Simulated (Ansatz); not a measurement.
Be (hcp, Mg type)

```
Be
1.0
    2.25685     0.00000     0.00000
   -1.12842     1.95449     0.00000
    0.00000     0.00000     3.55250
Be
2
Cartesian
  0.00000   1.30299   2.66438
  1.12842   0.65150   0.88813
```

Grid over V/V₀ and (c/a)/(c/a)₀, subscript 0 meaning the relaxed cell; the conventional c axis lies along z; no internal relaxation.

All values below come from PBEsol (plane waves to 420 eV, PAW, scalar-relativistic; Ansatz, a first-principles code). k mesh 23×23×13 (Γ-centred), Fermi-Dirac smearing 0.05 eV. The energy includes the smearing's −TS. With partly filled bands, the response to shear is sensitive to the k mesh, so small differences along c/a are uncertain. Be was relaxed with its symmetry unable to fall. The PAW data are Ansatz's earlier set. The zero of ΔE is the relaxed starting cell.

Problem. Give the computed ΔE (meV/atom) at all points of the grid V/V₀ = 0.960, 0.980, 1.000, 1.020, 1.040 by (c/a)/(c/a)₀ = 0.960, 0.980, 1.000, 1.020, 1.040.

Solution. ΔE (meV/atom), with V/V₀ across and (c/a)/(c/a)₀ down:

| (c/a)/(c/a)₀ \ V/V₀ | 0.960 | 0.980 | 1.000 | 1.020 | 1.040 |
|---|---|---|---|---|---|
| 0.960 | 16 | 12 | 10 | 10 | 13 |
| 0.980 | 8 | 4 | 2 | 3 | 7 |
| 1.000 | 5 | 1 | 0 | 1 | 5 |
| 1.020 | 7 | 3 | 2 | 4 | 7 |
| 1.040 | 14 | 10 | 9 | 11 | 14 |

(Under strain, the slope of the energy per volume gives the stress and its curvature an elastic modulus.)
